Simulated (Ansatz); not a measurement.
## ZrRh$_{3}$: do energies and stresses tell the same story?

The calculation used Ansatz 0.2.0, DFT r2SCAN, scalar-relativistic, plane waves, PAW.

Plane waves to 500 eV, a k mesh through Γ of 12×12×12 on the computed 4-atom cell and Gaussian smearing (0.10 eV); no spin polarisation.

Relaxed cell: Pm-3m, a = 3.930 Å, b = 3.930 Å, c = 3.930 Å, α = 90.00°, β = 90.00°, γ = 90.00°, 4 atoms in the primitive cell. Whether it is the stable form of this composition wasn't checked.

Energies at zero smearing and pressures from the stress tensor, at volumes with shape and atoms relaxed:
```csv
V (Å³/atom),E − E(first) (meV/atom),P (GPa)
14.261,0.00,16.35
14.716,-33.40,7.46
15.171,-43.58,-0.03
15.626,-34.19,-6.35
16.081,-8.31,-11.66
```

Q: Check P = −dE/dV between neighbouring volumes, and get the bulk modulus from the pressures alone.

A: With 1 eV/Å³ = 160.2 GPa:
```
middle V (Å³/atom)  −ΔE/ΔV (GPa) mean P (GPa)
            14.488        11.757        11.906
            14.943         3.583         3.716
            15.399        -3.304        -3.188
            15.854        -9.110        -9.005
```

The two differ by 0.15 GPa at most. The mean of two end pressures misses the average over a step by about ΔV² P″/12, up to 0.13 GPa here; with that taken off 0.03 GPa remains. The stress is the derivative of the free energy, not of the energy at zero smearing, and with free energies 0.00 GPa remains. Around V = 15.171 Å³/atom, the two neighbours give B = −V ΔP/ΔV = 15.171 × 13.81 / 0.910 = 230.1 GPa, against B0 = 229.3 GPa from the Birch–Murnaghan fit of the energies.